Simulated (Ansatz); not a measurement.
Molecular dynamics on a 1×2×2 supercell (20 atoms) of SrTiO3 (Pm-3m), relaxed with r2SCAN. Forces come from PBE in the PAW code Ansatz: a Langevin thermostat at fixed volume, 200 K, steps of 2 fs. Classical nuclei, no spin polarisation; a few dozen steps show the first response, not equilibrium.

```yaml
crystal:
  lattice:
    - [3.906851503, 0.0, 0.0]
    - [0.0, 7.813703006, 0.0]
    - [0.0, 0.0, 7.813703006]
  atoms:
    - { symbol: Sr, position: [0.0, 0.0, 0.0] }
    - { symbol: Ti, position: [0.5, 0.25, 0.25] }
    - { symbol: O, position: [0.5, 0.0, 0.25] }
    - { symbol: O, position: [0.5, 0.25, 0.0] }
    - { symbol: O, position: [0.0, 0.25, 0.25] }
    - { symbol: Sr, position: [0.0, 0.0, 0.5] }
    - { symbol: Ti, position: [0.5, 0.25, 0.75] }
    - { symbol: O, position: [0.5, 0.0, 0.75] }
    - { symbol: O, position: [0.5, 0.25, 0.5] }
    - { symbol: O, position: [0.0, 0.25, 0.75] }
    - { symbol: Sr, position: [0.0, 0.5, 0.0] }
    - { symbol: Ti, position: [0.5, 0.75, 0.25] }
    - { symbol: O, position: [0.5, 0.5, 0.25] }
    - { symbol: O, position: [0.5, 0.75, 0.0] }
    - { symbol: O, position: [0.0, 0.75, 0.25] }
    - { symbol: Sr, position: [0.0, 0.5, 0.5] }
    - { symbol: Ti, position: [0.5, 0.75, 0.75] }
    - { symbol: O, position: [0.5, 0.5, 0.75] }
    - { symbol: O, position: [0.5, 0.75, 0.5] }
    - { symbol: O, position: [0.0, 0.75, 0.75] }
kpoints:
  mp_grid: { grid: [4, 2, 2] }
hamiltonian:
  xc: pbe
scf:
  occupations: { method: fermi_dirac, width: 0.02 }
md:
  ensemble: nvt_langevin
  temperature: 200
  timestep: 2.0
  n_steps: 40
  initial_velocities: maxwell_boltzmann
  seed: 2007
```

Run as `ansatz run input.yaml --threads 4 --pin off --max-ram 5529MiB --backend cpu --events-out ev --progress --plain --runs-dir out`. It took 5 min on 4 threads of Arm Neoverse N1, on a shared host, load about 0.9 per core; peak host memory 0.98 GiB.

```
step  t (fs)  T (K)  free energy F from step 0 (meV/atom)  kinetic energy (meV/atom)  largest force (eV/Å)
   0       0    190                                   0.0                       24.6                  0.00
   1       2    199                                   0.4                       25.7                  0.31
   2       4    187                                   1.7                       24.1                  0.61
   3       6    181                                   3.6                       23.4                  0.87
   4       8    166                                   5.8                       21.4                  1.07
   5      10    141                                   8.0                       18.2                  1.20
   6      12    123                                   9.9                       15.9                  1.23
   7      14    113                                  11.2                       14.6                  1.10
   8      16    109                                  11.8                       14.0                  0.97
   9      18    125                                  12.3                       16.1                  1.02
  10      20    135                                  12.8                       17.5                  1.05
  11      22    125                                  13.4                       16.2                  1.06
  12      24    114                                  14.2                       14.7                  1.10
  13      26    109                                  14.8                       14.1                  1.21
  14      28    122                                  15.0                       15.8                  1.26
  15      30    131                                  15.0                       16.9                  1.21
  16      32    130                                  15.1                       16.8                  1.06
  17      34    135                                  15.2                       17.5                  0.90
  18      36    132                                  15.6                       17.1                  0.81
  19      38    123                                  16.5                       15.8                  0.93
  20      40    113                                  17.8                       14.7                  1.07
  21      42    103                                  19.4                       13.3                  1.15
  22      44     93                                  20.8                       12.0                  1.19
  23      46     95                                  21.6                       12.3                  1.37
  24      48     98                                  21.7                       12.6                  1.48
  25      50    104                                  21.2                       13.5                  1.53
  26      52    104                                  20.3                       13.5                  1.49
  27      54    116                                  19.0                       15.0                  1.35
  28      56    121                                  17.8                       15.7                  1.15
  29      58    142                                  16.8                       18.4                  0.94
  30      60    142                                  16.2                       18.3                  0.99
  31      62    159                                  16.2                       20.5                  1.07
  32      64    153                                  16.8                       19.7                  1.16
  33      66    157                                  17.7                       20.3                  1.22
  34      68    156                                  18.6                       20.2                  1.24
  35      70    140                                  19.4                       18.0                  1.29
  36      72    131                                  19.9                       17.0                  1.30
  37      74    116                                  20.2                       14.9                  1.26
  38      76    113                                  20.3                       14.6                  1.17
  39      78    118                                  20.2                       15.2                  1.17
  40      80    115                                  19.7                       14.8                  1.27
```

The temperature starts at 190 K, is lowest at step 22 (93 K, 44 fs) and ends at 115 K. The thermostat hasn't had time to restore it. The atoms start on their lattice sites with kinetic energy alone, so much of it first passes into potential energy. By the last step the atoms have moved 0.10 Å in the root mean square, the drift of the whole cell taken out, 0.15 Å at most.

Positions (Å) and forces (eV/Å) at step 40:
```
Sr  -0.036   0.015   0.039     0.043   0.053  -0.289
Ti   1.936   1.977   1.994     0.160  -0.318   0.340
O    2.003  -0.010   2.033    -0.029  -0.343  -0.651
O    1.963   1.961   0.067    -0.073   0.311   0.164
O    0.021   1.895   2.062    -0.195   0.220  -0.370
Sr   0.111   0.007   3.865    -0.525  -0.199   0.294
Ti   1.879   1.970   5.927     0.306  -0.160  -0.849
O    2.048   0.069   5.995    -0.283  -0.336   0.056
O    1.910   1.892   3.977     0.253   0.312  -0.204
O   -0.016   2.047   5.907     0.562  -0.070   0.269
Sr   0.021   3.887  -0.012    -0.168   0.221  -0.171
Ti   1.928   5.869   1.834     0.212   0.193   1.239
O    1.924   3.885   2.019     0.451   0.091   0.084
O    1.951   5.827   0.009     0.517   0.109   0.135
O    0.066   5.804   1.900    -0.507   0.122   0.194
Sr   0.087   3.839   3.899    -0.441   0.466   0.312
Ti   1.903   5.883   5.798     0.639  -0.051  -0.444
O    2.006   3.968   5.821     0.016  -0.811   0.428
O    2.058   5.972   3.971    -0.109  -0.192  -1.036
O    0.098   5.845   5.830    -0.830   0.383   0.499
```
